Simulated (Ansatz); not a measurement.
Relaxed-ion elastic tensor of Cu3Ge in space group Pmmn (No. 59; Cu on 2b, Cu on 4e, Ge on 2a) in GPa (Voigt order), PBEsol (plane waves, PAW; program Ansatz); density 8.95 g/cm³, 12.22 Å³ per atom.

```
     1    2    3     4     5     6
-  ---  ---  ---  ----  ----  ----
1  231  113  113   0.0   0.0   0.0
2  113  210  116   0.0   0.0   0.0
3  113  116  212   0.0   0.0   0.0
4  0.0  0.0  0.0  51.6   0.0   0.0
5  0.0  0.0  0.0   0.0  50.1   0.0
6  0.0  0.0  0.0   0.0   0.0  57.2
```

Question: Is the crystal mechanically stable?

Answer: Yes: the smallest eigenvalue of C is 50.1 GPa.

Question: Work out the Voigt, Reuss and Hill averages.

Answer: K_V = 149, K_R = 148, K_H = 148; G_V = 52.6, G_R = 52.3, G_H = 52.5 GPa.

Question: Give Young's modulus, Poisson's ratio, Pugh's ratio and the universal anisotropy index.

Answer: E = 9KG/(3K + G) = 141 GPa; ν = 0.34; K/G = 2.83 (ductile by the Pugh limit of 1.75); A_U = 5G_V/G_R + K_V/K_R − 6 = 0.02.

Question: Estimate the sound speeds and the Debye temperature.

Answer: v_l = √((K + 4G/3)/ρ) = 4940 m/s, v_t = √(G/ρ) = 2420 m/s, mean 2720 m/s; Θ = (h/k)(3n/4πV)^(1/3) v_m = 352 K.

Question: Solve the Christoffel equation for the three sound speeds along x, y, z.

Answer: Eigenvalues of C_ijkl n_j n_l equal ρv². In km/s, slowest first: x 2.37, 2.53, 5.08; y 2.40, 2.53, 4.85; z 2.37, 2.40, 4.87.

Question: How much does each axis shrink under pressure?

Answer: Linear compressibilities β_i = Σ_j S_ij (j = 1 to 3): x 2.0, y 2.4, z 2.3 per TPa.

The workflow started from a Materials Project entry (that database holds measured and hypothetical structures alike); the Crystallography Open Database copy checked does not list it. Whether it is the stable phase at ambient conditions was not checked. The cell was relaxed with PBEsol under the symmetry of its start; its stability against distortions is not shown here. No spin polarisation was allowed. As this level gives no gap, shear constants depend on the k-mesh and smearing (Fermi–Dirac, 0.1 eV here).

Potentials: the later of the program's two PAW sets.
